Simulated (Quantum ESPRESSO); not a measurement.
# Hf3GaO7F: one run as intended and one with a planted mistake

Computed values, not a measurement. The program is pw.x of Quantum ESPRESSO 7.5 (plane-wave density functional theory). The cell is made up: 12 atoms on a fluorite lattice, with randomly drawn elements, strain and displacements, not relaxed. PseudoDojo standard norm-conserving files (v0.5 for PBE, v0.4.1 for LDA and PBEsol) set the functional; there is no spin polarisation, spin-orbit coupling or dispersion term, and the masses in the input are unused placeholders.

The hafnium pseudopotential is less sure than the others, with forces about 3 percent (worst 6) and pressure in oxides about 1.5 GPa (worst 2.7) from a second method in checks, which no rerun with the same files tests.

Intended input:

```
&control calculation='scf', pseudo_dir='./dojo.nc.sr.pbe.v0_5.standard.upf', outdir='./o', disk_io='low', tprnfor=.true., tstress=.true. /
&system ibrav=0, nat=12, ntyp=4, nbnd=55, ecutwfc=84.00895049, nosym=.true., tot_charge=0,
 occupations='smearing', smearing='fd', degauss=0.0018374661
/
&electrons conv_thr=7.350e-09, electron_maxstep=60, /
ATOMIC_SPECIES
F 1.0 F.upf
Ga 1.0 Ga.upf
Hf 1.0 Hf.upf
O 1.0 O.upf
CELL_PARAMETERS angstrom
5.0926 0.0 0.0
0.0 5.0926 0.0
0.0 0.0 5.0926
ATOMIC_POSITIONS angstrom
Hf -0.0246 0.0325 -0.07
Ga 0.0446 2.5255 2.5408
Hf 2.5284 -0.0561 2.5461
Hf 2.4986 2.5523 0.0588
O 1.2446 1.2421 1.4174
O 1.2806 1.3207 3.7782
O 1.3986 3.768 1.2595
O 1.3039 3.8665 3.7893
O 3.8269 1.2445 1.1524
O 3.7948 1.3092 3.75
F 3.8254 3.8539 1.2603
O 3.8032 3.877 3.8483
K_POINTS automatic
4 4 4 1 1 1
```

The log is shortened where brackets say so; the opening notice, blank lines, dates and the lines on written files are dropped, and the path of the files is cut. It prints rydbergs, bohrs and kilobars, and counts compression as positive stress. Where no state is partly filled, the Fermi energy that it prints is only some level between the filled and the empty states on the mesh, and need not lie in the true gap.

Log of the intended run:

```
     Program PWSCF v.7.5
     Parallel version (MPI & OpenMP), running on       4 processor cores
     Number of MPI processes:                 4
     Threads/MPI process:                     1
     [start-up lines left out]
     bravais-lattice index     =            0
     lattice parameter (alat)  =       9.6236  a.u.
     unit-cell volume          =     891.2823 (a.u.)^3
     number of atoms/cell      =           12
     number of atomic types    =            4
     number of electrons       =        98.00
     number of Kohn-Sham states=           55
     kinetic-energy cutoff     =      84.0090  Ry
     charge density cutoff     =     336.0358  Ry
     scf convergence threshold =      7.3E-09
     mixing beta               =       0.7000
     number of iterations used =            8  plain     mixing
     Exchange-correlation= PBE
                           (   1   4   3   4   0   0   0)
     [axes and pseudopotential details left out]
   Cartesian axes
     site n.     atom                  positions (alat units)
         1        Hf     tau(   1) = (  -0.0048305   0.0063818  -0.0137454  )
         2        Ga     tau(   2) = (   0.0087578   0.4959156   0.4989200  )
         3        Hf     tau(   3) = (   0.4964851  -0.0110160   0.4999607  )
         4        Hf     tau(   4) = (   0.4906335   0.5011782   0.0115462  )
         5        O      tau(   5) = (   0.2443938   0.2439029   0.2783254  )
         6        O      tau(   6) = (   0.2514629   0.2593371   0.7419000  )
         7        O      tau(   7) = (   0.2746338   0.7398971   0.2473196  )
         8        O      tau(   8) = (   0.2560382   0.7592389   0.7440796  )
         9        O      tau(   9) = (   0.7514629   0.2443742   0.2262891  )
        10        O      tau(  10) = (   0.7451596   0.2570789   0.7363626  )
        11        F      tau(  11) = (   0.7511684   0.7567647   0.2474767  )
        12        O      tau(  12) = (   0.7468091   0.7613007   0.7556651  )
     number of k points=    32  Fermi-Dirac smearing, width (Ry)=  0.0018
                       cart. coord. in units 2pi/alat
        k(    1) = (   0.1250000   0.1250000   0.1250000), wk =   0.0625000
        k(    2) = (   0.1250000   0.1250000   0.3750000), wk =   0.0625000
     [further k points left out]
     Dense  grid:    92589 G-vectors     FFT dimensions: (  60,  60,  60)
     Estimated max dynamical RAM per process >     241.66 MB
     Estimated total dynamical RAM >     898.82 MB
     Initial potential from superposition of free atoms
     starting charge      97.9917, renormalised to      98.0000
     Starting wfcs are   71 randomized atomic wfcs
     total cpu time spent up to now is        3.1 secs
     per-process dynamical memory:   169.7 Mb
     Self-consistent Calculation
     iteration #  1     ecut=    84.01 Ry     beta= 0.70
     Davidson diagonalization with overlap
     ethr =  1.00E-02,  avg # of iterations =  2.0
     total cpu time spent up to now is        7.0 secs
     total energy              =    -771.49754745 Ry
     estimated scf accuracy    <       4.12434094 Ry
     iteration #  2     ecut=    84.01 Ry     beta= 0.70
     Davidson diagonalization with overlap
     ethr =  4.21E-03,  avg # of iterations =  4.7
     total cpu time spent up to now is       12.6 secs
     total energy              =    -771.79317530 Ry
     estimated scf accuracy    <       8.04473067 Ry
     [iterations 3 to 12 left out]
     iteration # 13     ecut=    84.01 Ry     beta= 0.70
     Davidson diagonalization with overlap
     ethr =  4.25E-10,  avg # of iterations =  2.0
     total cpu time spent up to now is       68.0 secs
     total energy              =    -773.51763088 Ry
     estimated scf accuracy    <       0.00000008 Ry
     iteration # 14     ecut=    84.01 Ry     beta= 0.70
     Davidson diagonalization with overlap
     ethr =  7.90E-11,  avg # of iterations =  4.2
     total cpu time spent up to now is       72.9 secs
     End of self-consistent calculation
     [lines on levels left out]
     the Fermi energy is    12.0983 ev
!    total energy              =    -773.51763091 Ry
     estimated scf accuracy    <          3.7E-09 Ry
     smearing contrib. (-TS)   =      -0.00000000 Ry
     internal energy E=F+TS    =    -773.51763091 Ry
     The total energy is F=E-TS. E is the sum of the following terms:
     one-electron contribution =    -158.75297345 Ry
     hartree contribution      =     145.24841837 Ry
     xc contribution           =    -197.59614592 Ry
     ewald contribution        =    -562.41692991 Ry
     convergence has been achieved in  14 iterations
     Forces acting on atoms (cartesian axes, Ry/au):
     atom    1 type  3   force =     0.05285231    0.08019325   -0.07211672
     atom    2 type  2   force =     0.04142780   -0.06849976    0.06113909
     atom    3 type  3   force =    -0.04172951    0.09466052    0.07595251
     atom    4 type  3   force =    -0.02759557   -0.09331071   -0.09676711
     atom    5 type  4   force =    -0.00797926    0.01090646   -0.05663745
     atom    6 type  4   force =    -0.00474655   -0.01191808    0.08129223
     atom    7 type  4   force =    -0.04688523    0.01718485   -0.00551485
     atom    8 type  4   force =    -0.02642177   -0.01028266    0.00357302
     atom    9 type  4   force =    -0.01962919    0.01322465    0.00767509
     atom   10 type  4   force =     0.03145803    0.00277468   -0.02030938
     atom   11 type  1   force =     0.03573942   -0.01787407    0.01238776
     atom   12 type  4   force =     0.01350952   -0.01705914    0.00932583
     Total force =     0.278780     Total SCF correction =     0.000176
     Computing stress (Cartesian axis) and pressure
          total   stress  (Ry/bohr**3)                   (kbar)     P=      -19.75
  -0.00012604  -0.00007042  -0.00000247          -18.54      -10.36       -0.36
  -0.00007042  -0.00018756   0.00010991          -10.36      -27.59       16.17
  -0.00000247   0.00010991  -0.00008922           -0.36       16.17      -13.12
     init_run     :      2.86s CPU      2.98s WALL (       1 calls)
     electrons    :     69.69s CPU     69.89s WALL (       1 calls)
     forces       :      1.08s CPU      1.09s WALL (       1 calls)
     stress       :      3.55s CPU      3.64s WALL (       1 calls)
     [timing details left out]
     PWSCF        :   1m17.27s CPU   1m17.71s WALL
     JOB DONE.
```

A second run has one planted mistake: the k-point mesh is too coarse. The input lines that differ, file-writing options aside:

```
- 4 4 4 1 1 1
+ 2 2 2 1 1 1
```

Its log:

```
     Program PWSCF v.7.5
     Parallel version (MPI & OpenMP), running on       4 processor cores
     Number of MPI processes:                 4
     Threads/MPI process:                     1
     [start-up lines left out]
     bravais-lattice index     =            0
     lattice parameter (alat)  =       9.6236  a.u.
     unit-cell volume          =     891.2823 (a.u.)^3
     number of atoms/cell      =           12
     number of atomic types    =            4
     number of electrons       =        98.00
     number of Kohn-Sham states=           55
     kinetic-energy cutoff     =      84.0090  Ry
     charge density cutoff     =     336.0358  Ry
     scf convergence threshold =      7.3E-09
     mixing beta               =       0.7000
     number of iterations used =            8  plain     mixing
     Exchange-correlation= PBE
                           (   1   4   3   4   0   0   0)
     [axes and pseudopotential details left out]
   Cartesian axes
     site n.     atom                  positions (alat units)
         1        Hf     tau(   1) = (  -0.0048305   0.0063818  -0.0137454  )
         2        Ga     tau(   2) = (   0.0087578   0.4959156   0.4989200  )
         3        Hf     tau(   3) = (   0.4964851  -0.0110160   0.4999607  )
         4        Hf     tau(   4) = (   0.4906335   0.5011782   0.0115462  )
         5        O      tau(   5) = (   0.2443938   0.2439029   0.2783254  )
         6        O      tau(   6) = (   0.2514629   0.2593371   0.7419000  )
         7        O      tau(   7) = (   0.2746338   0.7398971   0.2473196  )
         8        O      tau(   8) = (   0.2560382   0.7592389   0.7440796  )
         9        O      tau(   9) = (   0.7514629   0.2443742   0.2262891  )
        10        O      tau(  10) = (   0.7451596   0.2570789   0.7363626  )
        11        F      tau(  11) = (   0.7511684   0.7567647   0.2474767  )
        12        O      tau(  12) = (   0.7468091   0.7613007   0.7556651  )
     number of k points=     4  Fermi-Dirac smearing, width (Ry)=  0.0018
                       cart. coord. in units 2pi/alat
        k(    1) = (   0.2500000   0.2500000   0.2500000), wk =   0.5000000
        k(    2) = (   0.2500000   0.2500000  -0.2500000), wk =   0.5000000
     [further k points left out]
     Dense  grid:    92589 G-vectors     FFT dimensions: (  60,  60,  60)
     Estimated max dynamical RAM per process >     163.85 MB
     Estimated total dynamical RAM >     587.59 MB
     Initial potential from superposition of free atoms
     starting charge      97.9917, renormalised to      98.0000
     Starting wfcs are   71 randomized atomic wfcs
     total cpu time spent up to now is        1.4 secs
     per-process dynamical memory:    99.3 Mb
     Self-consistent Calculation
     iteration #  1     ecut=    84.01 Ry     beta= 0.70
     Davidson diagonalization with overlap
     ethr =  1.00E-02,  avg # of iterations =  2.0
     total cpu time spent up to now is        1.9 secs
     total energy              =    -771.52604684 Ry
     estimated scf accuracy    <       4.09493411 Ry
     iteration #  2     ecut=    84.01 Ry     beta= 0.70
     Davidson diagonalization with overlap
     ethr =  4.18E-03,  avg # of iterations =  5.2
     total cpu time spent up to now is        2.7 secs
     total energy              =    -771.81114080 Ry
     estimated scf accuracy    <       8.05265123 Ry
     [iterations 3 to 12 left out]
     iteration # 13     ecut=    84.01 Ry     beta= 0.70
     Davidson diagonalization with overlap
     ethr =  5.89E-10,  avg # of iterations =  2.0
     total cpu time spent up to now is       10.0 secs
     total energy              =    -773.53753133 Ry
     estimated scf accuracy    <       0.00000006 Ry
     iteration # 14     ecut=    84.01 Ry     beta= 0.70
     Davidson diagonalization with overlap
     ethr =  5.77E-11,  avg # of iterations =  4.0
     total cpu time spent up to now is       10.7 secs
     End of self-consistent calculation
     [lines on levels left out]
     the Fermi energy is    12.3805 ev
!    total energy              =    -773.53753135 Ry
     estimated scf accuracy    <          2.4E-09 Ry
     smearing contrib. (-TS)   =       0.00000000 Ry
     internal energy E=F+TS    =    -773.53753135 Ry
     The total energy is F=E-TS. E is the sum of the following terms:
     one-electron contribution =    -158.70806862 Ry
     hartree contribution      =     145.15536801 Ry
     xc contribution           =    -197.56790083 Ry
     ewald contribution        =    -562.41692991 Ry
     convergence has been achieved in  14 iterations
     Forces acting on atoms (cartesian axes, Ry/au):
     atom    1 type  3   force =     0.05389746    0.07963173   -0.07028094
     atom    2 type  2   force =     0.04031049   -0.06724991    0.05982714
     atom    3 type  3   force =    -0.04099147    0.09549526    0.07405223
     atom    4 type  3   force =    -0.02687428   -0.09374695   -0.09671963
     atom    5 type  4   force =    -0.00422061    0.00887124   -0.06240358
     atom    6 type  4   force =    -0.00457399   -0.01218279    0.07975514
     atom    7 type  4   force =    -0.05012359    0.01861000   -0.00351074
     atom    8 type  4   force =    -0.02437535   -0.00873659    0.00647366
     atom    9 type  4   force =    -0.01962353    0.01497930    0.01111747
     atom   10 type  4   force =     0.02812047   -0.00002192   -0.01590032
     atom   11 type  1   force =     0.03481257   -0.01764044    0.01143354
     atom   12 type  4   force =     0.01364185   -0.01800894    0.00615605
     Total force =     0.277749     Total SCF correction =     0.000099
     Computing stress (Cartesian axis) and pressure
          total   stress  (Ry/bohr**3)                   (kbar)     P=      -23.27
  -0.00014692  -0.00007140  -0.00000748          -21.61      -10.50       -1.10
  -0.00007140  -0.00020697   0.00011664          -10.50      -30.45       17.16
  -0.00000748   0.00011664  -0.00012073           -1.10       17.16      -17.76
     init_run     :      1.26s CPU      1.30s WALL (       1 calls)
     electrons    :      9.29s CPU      9.33s WALL (       1 calls)
     forces       :      0.26s CPU      0.27s WALL (       1 calls)
     stress       :      0.58s CPU      0.60s WALL (       1 calls)
     [timing details left out]
     PWSCF        :     11.46s CPU     11.59s WALL
     JOB DONE.
```

```
                                            intended run  run with the mistake
                          free energy (eV)    -10524.244            -10524.514
                    smearing term -TS (eV)        0.0000                0.0000
                            pressure (GPa)         -1.98                 -2.33
            largest force component (eV/Å)         2.488                 2.487
largest change of a force component (eV/Å)                               0.148
                                iterations            14                    14
```

For scale, a rerun of the intended cell at 1437 eV and a 6 x 6 x 6 mesh moved values by no more than 0.002 eV in energy, 0.04 GPa in stress and 0.006 eV/Å in force.